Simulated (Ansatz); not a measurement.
**Relaxing an invented Na₃Te₄Mo structure**

Theory: DFT PBE, scalar-relativistic, plane waves, PAW (Ansatz). Cutoff 420 eV, Gaussian smearing, Γ-centred meshes. Cell and atoms relax first on a coarse mesh and then on a finer one. In between, the cell is made exact in the group found at 0.06 Å. In metals the finer mesh still leaves noise of several meV/atom or more. The steps can't lower the symmetry of their start. Collinear spin is switched on along the way, since trial moments persisted in a coarse test.

Recipe of this trial structure of Na₃Te₄Mo: close-packed anion layers stacked ABAB, with sites between them filled layer by layer (P-3m1, No. 164) (elements of the layers in order: Te Te Te Te). The dimensions are guesses.

```yaml
crystal:
  lattice:
    - [4.45380, 0.00000, 0.00000]
    - [-2.22690, 3.85711, 0.00000]
    - [0.00000, 0.00000, 14.60703]
  atoms:
    - { symbol: Na, position: [0.00000, 0.00000, 0.77214] }
    - { symbol: Na, position: [0.00000, 0.00000, 0.22786] }
    - { symbol: Na, position: [0.00000, 0.00000, 0.50000] }
    - { symbol: Te, position: [0.33333, 0.66667, 0.63607] }
    - { symbol: Te, position: [0.66667, 0.33333, 0.90821] }
    - { symbol: Te, position: [0.33333, 0.66667, 0.09179] }
    - { symbol: Te, position: [0.66667, 0.33333, 0.36393] }
    - { symbol: Mo, position: [0.00000, 0.00000, 0.00000] }
```

The zero of energy is the elements' standard structures at the same level; no fitted shifts are applied.

Question: What does it relax into?

Answer: The symmetry stays P-3m1 (No. 164). The volume per atom shrinks by 11.5 %, from 31.4 to 27.8 Å³. The shortest distance goes from 2.90 Å (Te–Mo) to 2.79 Å (Te–Mo). The ratio c/a of the conventional cell changes by a factor of 1.36. The energy falls by about 0.15 eV/atom (the start's value is from the coarse mesh). Conventional cell: a = 3.860 Å, c = 17.211 Å. Na on a site of symmetry 3m has 3 Te at 3.11 Å and 3 Te at 3.32 Å; Na on a site of symmetry -3m has 6 Te at 3.20 Å; around Te on its first site lie 6 Na at 3.11–3.20 Å and 6 Te at 3.86 Å; around Te on its second site lie 3 Mo at 2.79 Å and 3 Na at 3.32 Å; Mo is surrounded by 6 Te at 2.79 Å.

```cif
data_structure
_symmetry_space_group_name_H-M 'P 1'
_symmetry_Int_Tables_number 1
_cell_length_a 3.8601
_cell_length_b 3.8601
_cell_length_c 17.2107
_cell_angle_alpha 90.000
_cell_angle_beta 90.000
_cell_angle_gamma 120.000
_cell_volume 222.09
loop_
_atom_site_label
_atom_site_type_symbol
_atom_site_fract_x
_atom_site_fract_y
_atom_site_fract_z
_atom_site_occupancy
Na1 Na 0.00000 0.00000 0.75970 1
Na2 Na 0.00000 0.00000 0.24030 1
Na3 Na 0.00000 0.00000 0.50000 1
Te1 Te 0.33333 0.66667 0.63369 1
Te2 Te 0.66667 0.33333 0.90283 1
Te3 Te 0.33333 0.66667 0.09717 1
Te4 Te 0.66667 0.33333 0.36631 1
Mo1 Mo 0.00000 0.00000 0.00000 1
```

Question: Give its energy and gap.

Answer: The formation energy is −0.37 eV/atom. The gap on the 12×12×4 mesh of the 8-atom cell is 0 eV (a metal), the net moment per atom is 0.10 μB and the moment by site is Mo 0.7 μB.

A negative formation energy is needed for stability but isn't enough: competing phases decide.

The last run used collinear spin and Gaussian smearing of 0.10 eV. These runs have no spin–orbit coupling, which can matter for Te. The reference form of Te is held partly by dispersion forces, which this level lacks. The magnetic state reached may not be the lowest. Symmetry constrained the relaxation, so the result can be a saddle point. In all, the 4 runs took 35 min on 1 thread of Intel(R) Xeon(R) Processor @ 2.50GHz (Skylake/Cascade Lake), with other jobs on the host. Site moments count only spheres around the atoms; the net moment includes the space between them.
